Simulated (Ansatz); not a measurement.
Values for one crystal, relaxed and computed with DFT-PBEsol in the program Ansatz with PAW potentials; other levels are named.

```yaml
volume_per_atom: 16.16 Å³
electronic_character: metallic (no gap)
Formation energy from the elements (no fitted shifts): -472 meV/atom
zone_centre_stability: no imaginary mode at Γ
highest_zone_centre_frequency: 222 cm⁻¹
Pressure derivative B′: 4.1
Density of states at the Fermi level: 0.62 states/eV per atom (mean over ±0.08 eV)
```

Question: Pick the material that matches.
A. Al3Ni2, La2O3 or Ni2Al3 type
B. NiPt, L1₀ or tetragonal B2
C. ZrFe2, cubic Laves (MgCu2 type)
D. ZrNi, Cmcm (Zr on 4c, Ni on 4c)

Answer: D, ZrNi, Cmcm (Zr on 4c, Ni on 4c)

The first step of the workflow began from a Materials Project structure, measured or hypothetical; the Crystallography Open Database files this formula in space group No. 63, but the cells were not matched. Whether it is the stable phase at ambient conditions was not checked. Symmetry was held in the PBEsol relaxation. No spin polarisation was allowed. As this level gives no gap, phonon frequencies hold no LO–TO term and depend on the k-mesh and smearing (Fermi–Dirac, 0.1 eV here). The references are the lowest solids computed at this level, not always the standard phases. Scalar-relativistic: spin–orbit coupling is off unless named, which matters more the heavier the elements.

Potentials: the later of the program's two PAW sets.
